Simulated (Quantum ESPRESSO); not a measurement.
# Ru2Ta4NbPt: one run as intended and one with a planted mistake

Computed values, not a measurement. The program is pw.x of Quantum ESPRESSO 7.5 (plane-wave density functional theory). The cell is made up: eight metal atoms on a face-centred cubic lattice, with elements, volume, strain and displacements drawn at random and not relaxed, so it may be unstable or far from any real phase. PseudoDojo standard norm-conserving files set the functional (PBE unless stated); there is no spin polarisation or spin-orbit coupling, the Fermi-Dirac width of 0.25 eV means electrons at about 2900 K, and the masses in the input are unused placeholders. Heavy elements are run without spin-orbit coupling, which real alloys of them have. A spin test at this wide smearing found no moment, but such smearing suppresses magnetism that the real alloy may have.

Intended input:

```
&control calculation='scf', pseudo_dir='./dojo.nc.sr.pbe.v0_5.standard.upf', outdir='./o', disk_io='medium', tprnfor=.true., tstress=.true. /
&system ibrav=0, nat=8, ntyp=4, nbnd=76, ecutwfc=84.00895049, nosym=.true., tot_charge=0,
 occupations='smearing', smearing='fd', degauss=0.0183746611
/
&electrons conv_thr=1.470e-08, electron_maxstep=70, mixing_beta=0.5 /
ATOMIC_SPECIES
Nb 1.0 Nb.upf
Pt 1.0 Pt.upf
Ru 1.0 Ru.upf
Ta 1.0 Ta.upf
CELL_PARAMETERS angstrom
-0.005 2.0876 2.0567
0.0434 4.1921 -4.1303
-8.3312 -2.1294 2.1186
ATOMIC_POSITIONS angstrom
Ru 0.0254 -0.003 0.0203
Ta -4.1542 -0.0191 0.013
Ta 0.0549 2.0668 -2.1016
Ru -4.1323 2.0716 -2.0365
Ta -6.2412 -0.0275 2.0962
Nb -2.1029 2.086 0.0069
Ta -6.2703 2.0831 0.0271
Pt -2.0246 4.2172 -2.0325
K_POINTS automatic
8 4 3 1 1 1
```

The log is shortened where brackets say so; the opening notice, blank lines, dates and the lines on written files are dropped, and the path of the files is cut. It prints rydbergs, bohrs and kilobars, and counts compression as positive stress. Its total energy is the free energy E - TS of the whole cell.

Log of the intended run:

```
     Program PWSCF v.7.5
     Parallel version (MPI & OpenMP), running on       1 processor cores
     Number of MPI processes:                 1
     Threads/MPI process:                     1
     [start-up lines left out]
     bravais-lattice index     =            0
     lattice parameter (alat)  =       5.5379  a.u.
     unit-cell volume          =     966.9237 (a.u.)^3
     number of atoms/cell      =            8
     number of atomic types    =            4
     number of electrons       =       115.00
     number of Kohn-Sham states=           76
     kinetic-energy cutoff     =      84.0090  Ry
     charge density cutoff     =     336.0358  Ry
     scf convergence threshold =      1.5E-08
     mixing beta               =       0.5000
     number of iterations used =            8  plain     mixing
     Exchange-correlation= PBE
                           (   1   4   3   4   0   0   0)
     [axes and pseudopotential details left out]
   Cartesian axes
     site n.     atom                  positions (alat units)
         1        Ru     tau(   1) = (   0.0086673  -0.0010237   0.0069270  )
         2        Ta     tau(   2) = (  -1.4175504  -0.0065176   0.0044360  )
         3        Ta     tau(   3) = (   0.0187337   0.7052605  -0.7171354  )
         4        Ru     tau(   4) = (  -1.4100774   0.7068984  -0.6949211  )
         5        Ta     tau(   5) = (  -2.1297038  -0.0093839   0.7152928  )
         6        Nb     tau(   6) = (  -0.7175790   0.7118122   0.0023545  )
         7        Ta     tau(   7) = (  -2.1396337   0.7108226   0.0092474  )
         8        Pt     tau(   8) = (  -0.6908605   1.4390481  -0.6935562  )
     number of k points=    48  Fermi-Dirac smearing, width (Ry)=  0.0184
                       cart. coord. in units 2pi/alat
        k(    1) = (  -0.0811762   0.0878829  -0.0003457), wk =   0.0416667
        k(    2) = (   0.1539537   0.0869474   0.0011755), wk =   0.0416667
     [further k points left out]
     Dense  grid:   100585 G-vectors     FFT dimensions: (  36,  72, 100)
     Estimated max dynamical RAM per process >     198.22 MB
     Initial potential from superposition of free atoms
     starting charge     114.9923, renormalised to     115.0000
     Starting wfcs are   80 randomized atomic wfcs
     total cpu time spent up to now is       38.2 secs
     per-process dynamical memory:   114.4 Mb
     Self-consistent Calculation
     iteration #  1     ecut=    84.01 Ry     beta= 0.50
     Davidson diagonalization with overlap
     ethr =  1.00E-02,  avg # of iterations =  2.7
     total cpu time spent up to now is      134.9 secs
     total energy              =   -1308.01536030 Ry
     estimated scf accuracy    <       4.75751142 Ry
     iteration #  2     ecut=    84.01 Ry     beta= 0.50
     Davidson diagonalization with overlap
     ethr =  4.14E-03,  avg # of iterations =  4.6
     total cpu time spent up to now is      249.0 secs
     total energy              =   -1305.73922556 Ry
     estimated scf accuracy    <      91.63068304 Ry
     [iterations 3 to 19 left out]
     iteration # 20     ecut=    84.01 Ry     beta= 0.50
     Davidson diagonalization with overlap
     ethr =  2.54E-11,  avg # of iterations =  1.3
     total cpu time spent up to now is     1796.7 secs
     total energy              =   -1310.97081699 Ry
     estimated scf accuracy    <       0.00000002 Ry
     iteration # 21     ecut=    84.01 Ry     beta= 0.50
     Davidson diagonalization with overlap
     ethr =  1.57E-11,  avg # of iterations =  1.0
     total cpu time spent up to now is     1884.2 secs
     End of self-consistent calculation
     [lines on levels left out]
!    total energy              =   -1310.97081699 Ry
     estimated scf accuracy    <          3.6E-09 Ry
     smearing contrib. (-TS)   =      -0.14535075 Ry
     internal energy E=F+TS    =   -1310.82546624 Ry
     The total energy is F=E-TS. E is the sum of the following terms:
     one-electron contribution =    -281.29113636 Ry
     hartree contribution      =     200.07539017 Ry
     xc contribution           =    -259.79092499 Ry
     ewald contribution        =    -969.81879505 Ry
     convergence has been achieved in  21 iterations
     Forces acting on atoms (cartesian axes, Ry/au):
     atom    1 type  3   force =    -0.00418368    0.00028076    0.00068288
     atom    2 type  4   force =     0.03834155   -0.01650080    0.02128141
     atom    3 type  4   force =    -0.05841850    0.01714667   -0.00592718
     atom    4 type  3   force =    -0.00445965    0.00483240   -0.00303535
     atom    5 type  4   force =     0.00265244   -0.03302782    0.03141081
     atom    6 type  1   force =     0.00883504   -0.00001181   -0.00356705
     atom    7 type  4   force =     0.02050390    0.03210985   -0.03770430
     atom    8 type  2   force =    -0.00327110   -0.00482926   -0.00314122
     Total force =     0.105356     Total SCF correction =     0.000305
     Computing stress (Cartesian axis) and pressure
          total   stress  (Ry/bohr**3)                   (kbar)     P=      -94.43
  -0.00076165   0.00006867  -0.00005525         -112.04       10.10       -8.13
   0.00006867  -0.00056790   0.00016764           10.10      -83.54       24.66
  -0.00005525   0.00016764  -0.00059623           -8.13       24.66      -87.71
     init_run     :     35.42s CPU     38.02s WALL (       1 calls)
     electrons    :   1752.57s CPU   1846.01s WALL (       1 calls)
     forces       :     19.39s CPU     19.60s WALL (       1 calls)
     stress       :     53.42s CPU     55.49s WALL (       1 calls)
     [timing details left out]
     PWSCF        :  31m 1.24s CPU  32m40.26s WALL
     JOB DONE.
```

A second run has one planted mistake: two atoms have their elements exchanged. The input lines that differ:

```
- Ru -4.1323 2.0716 -2.0365
+ Ta -4.1323 2.0716 -2.0365
- Ta -6.2703 2.0831 0.0271
+ Ru -6.2703 2.0831 0.0271
```

Its log:

```
     Program PWSCF v.7.5
     Parallel version (MPI & OpenMP), running on       1 processor cores
     Number of MPI processes:                 1
     Threads/MPI process:                     1
     [start-up lines left out]
     bravais-lattice index     =            0
     lattice parameter (alat)  =       5.5379  a.u.
     unit-cell volume          =     966.9237 (a.u.)^3
     number of atoms/cell      =            8
     number of atomic types    =            4
     number of electrons       =       115.00
     number of Kohn-Sham states=           76
     kinetic-energy cutoff     =      84.0090  Ry
     charge density cutoff     =     336.0358  Ry
     scf convergence threshold =      1.5E-08
     mixing beta               =       0.5000
     number of iterations used =            8  plain     mixing
     Exchange-correlation= PBE
                           (   1   4   3   4   0   0   0)
     [axes and pseudopotential details left out]
   Cartesian axes
     site n.     atom                  positions (alat units)
         1        Ru     tau(   1) = (   0.0086673  -0.0010237   0.0069270  )
         2        Ta     tau(   2) = (  -1.4175504  -0.0065176   0.0044360  )
         3        Ta     tau(   3) = (   0.0187337   0.7052605  -0.7171354  )
         4        Ta     tau(   4) = (  -1.4100774   0.7068984  -0.6949211  )
         5        Ta     tau(   5) = (  -2.1297038  -0.0093839   0.7152928  )
         6        Nb     tau(   6) = (  -0.7175790   0.7118122   0.0023545  )
         7        Ru     tau(   7) = (  -2.1396337   0.7108226   0.0092474  )
         8        Pt     tau(   8) = (  -0.6908605   1.4390481  -0.6935562  )
     number of k points=    48  Fermi-Dirac smearing, width (Ry)=  0.0184
                       cart. coord. in units 2pi/alat
        k(    1) = (  -0.0811762   0.0878829  -0.0003457), wk =   0.0416667
        k(    2) = (   0.1539537   0.0869474   0.0011755), wk =   0.0416667
     [further k points left out]
     Dense  grid:   100585 G-vectors     FFT dimensions: (  36,  72, 100)
     Estimated max dynamical RAM per process >     198.22 MB
     Initial potential from superposition of free atoms
     starting charge     114.9923, renormalised to     115.0000
     Starting wfcs are   80 randomized atomic wfcs
     total cpu time spent up to now is       33.2 secs
     per-process dynamical memory:   114.4 Mb
     Self-consistent Calculation
     iteration #  1     ecut=    84.01 Ry     beta= 0.50
     Davidson diagonalization with overlap
     ethr =  1.00E-02,  avg # of iterations =  2.8
     total cpu time spent up to now is      115.2 secs
     total energy              =   -1308.57670451 Ry
     estimated scf accuracy    <       3.98396331 Ry
     iteration #  2     ecut=    84.01 Ry     beta= 0.50
     Davidson diagonalization with overlap
     ethr =  3.46E-03,  avg # of iterations =  3.9
     total cpu time spent up to now is      231.5 secs
     total energy              =   -1307.16194341 Ry
     estimated scf accuracy    <      61.15792607 Ry
     [iterations 3 to 18 left out]
     iteration # 19     ecut=    84.01 Ry     beta= 0.50
     Davidson diagonalization with overlap
     ethr =  3.52E-09,  avg # of iterations =  1.0
     total cpu time spent up to now is     1573.6 secs
     total energy              =   -1310.96790070 Ry
     estimated scf accuracy    <       0.00000022 Ry
     iteration # 20     ecut=    84.01 Ry     beta= 0.50
     Davidson diagonalization with overlap
     ethr =  1.89E-10,  avg # of iterations =  2.0
     total cpu time spent up to now is     1642.6 secs
     End of self-consistent calculation
     [lines on levels left out]
!    total energy              =   -1310.96790071 Ry
     estimated scf accuracy    <       0.00000001 Ry
     smearing contrib. (-TS)   =      -0.14964778 Ry
     internal energy E=F+TS    =   -1310.81825293 Ry
     The total energy is F=E-TS. E is the sum of the following terms:
     one-electron contribution =    -281.05837818 Ry
     hartree contribution      =     199.92864133 Ry
     xc contribution           =    -259.77793969 Ry
     ewald contribution        =    -969.91057639 Ry
     convergence has been achieved in  20 iterations
     Forces acting on atoms (cartesian axes, Ry/au):
     atom    1 type  3   force =     0.01003572    0.00748913   -0.00953291
     atom    2 type  4   force =    -0.00799339    0.00082025   -0.00019657
     atom    3 type  4   force =    -0.00939601    0.03782621   -0.02974130
     atom    4 type  4   force =    -0.00756884    0.00845763   -0.00437204
     atom    5 type  4   force =    -0.03566716   -0.02771844    0.02506485
     atom    6 type  1   force =     0.05372417   -0.02375954    0.02079379
     atom    7 type  3   force =    -0.00812630    0.00176983    0.00014284
     atom    8 type  2   force =     0.00499179   -0.00488507   -0.00215866
     Total force =     0.097665     Total SCF correction =     0.000554
     Computing stress (Cartesian axis) and pressure
          total   stress  (Ry/bohr**3)                   (kbar)     P=      -98.95
  -0.00074644  -0.00004935   0.00007328         -109.81       -7.26       10.78
  -0.00004935  -0.00062475   0.00006888           -7.26      -91.90       10.13
   0.00007328   0.00006888  -0.00064677           10.78       10.13      -95.14
     init_run     :     30.99s CPU     33.02s WALL (       1 calls)
     electrons    :   1527.09s CPU   1609.39s WALL (       1 calls)
     forces       :     17.53s CPU     17.72s WALL (       1 calls)
     stress       :     62.79s CPU     64.19s WALL (       1 calls)
     [timing details left out]
     PWSCF        :  27m18.91s CPU  28m46.74s WALL
     JOB DONE.
```

|  | intended run | run with the mistake |
| --- | --- | --- |
| free energy (eV) | -17836.667 | -17836.627 |
| entropy term -TS, part of it (eV) | -1.978 | -2.036 |
| pressure (GPa) | -9.44 | -9.90 |
| size of the largest force component (eV/Å) | 1.502 | 1.381 |
| largest change of a force component (eV/Å) |  | 1.260 |
| iterations | 21 | 20 |

For scale, a rerun of the intended cell at a higher cutoff and on a denser mesh moved values by no more than 0.015 eV in energy, 0.06 GPa in stress and 0.005 eV/Å in force, and a second program with other atomic files agreed on that cell to 2 % rms in force and 0.5 GPa in pressure.